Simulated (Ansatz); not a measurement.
The cell of Hf3C2 is invented: 6-connected net, two elements spread over the vertices (Pm, No. 6). Its size is a rough estimate.

```
Hf C
1.0
     5.06998    0.00000    0.00000
     0.00000    2.61389    0.00000
     0.00000    0.00000    6.95635
Hf C
3 2
Direct
  0.75384 0.50000 0.31611
  0.75384 0.50000 0.68389
  0.24616 0.50000 0.68389
  0.24616 0.50000 0.31611
  0.50000 0.50000 0.00000
```

Method: DFT PBE, scalar-relativistic, plane waves, PAW (Ansatz 0.2.0). Cutoff 420 eV, Gaussian smearing, Γ-centred meshes. Cell and atoms relax first on a coarse mesh and then on a finer one. In between, the cell is made exact in the group found at 0.06 Å. In metals the finer mesh still leaves noise of several meV/atom or more. The steps can't lower the symmetry of their start. No spin polarisation.

A guess keeps its type if space group and coordination stay and the shape of the cell changes little (axis ratios within about 15 %, angles within 6°); the volume may change.

Problem. Does it keep its structure type, or change into something else?

Solution. It doesn't keep its type. The symmetry goes from Pm (No. 6) to P2/m (No. 10). The volume per atom grows by 1.4 %, from 18.4 to 18.7 Å³. The shortest distance goes from 2.50 Å (Hf–C and Hf–Hf) to 1.34 Å (C–C). Counting neighbours within 15 % of an atom's shortest distance, the start has C 6, Hf 6 and the end C 1, Hf 2. In detail, at the end around Hf on a site of symmetry m lie 2 C at 2.20–2.25 Å and 5 Hf at 3.05–3.23 Å; Hf on a site of symmetry 2/m has 2 C at 2.17 Å and 4 Hf at 3.09–3.23 Å; C is surrounded by 1 C at 1.34 Å and 3 Hf at 2.17–2.25 Å.

```
CELL_PARAMETERS angstrom
5.66183 0.00000 0.00000
0.00000 3.08651 0.00000
-2.07415 0.00000 5.35018
ATOMIC_POSITIONS crystal
Hf 0.20798 0.50000 0.39015
Hf 0.79202 0.50000 0.60985
Hf 0.50000 0.50000 0.00000
C 0.11108 0.50000 0.98277
C 0.88892 0.50000 0.01723
```

The zero of energy is the elements' standard structures at the same level; no fitted shifts are applied.

Problem. At what energy does it end?

Solution. +0.52 eV/atom. It can't be a ground state, since the elements alone are lower.

The last run used an 8×12×8 mesh (in the run's order of axes) for its 5-atom cell and Gaussian smearing of 0.10 eV. Spin–orbit coupling, which can matter for Hf, is left out. The reference form of C is held partly by dispersion forces, which this level lacks. A structure relaxed within its symmetry needn't be a true minimum.
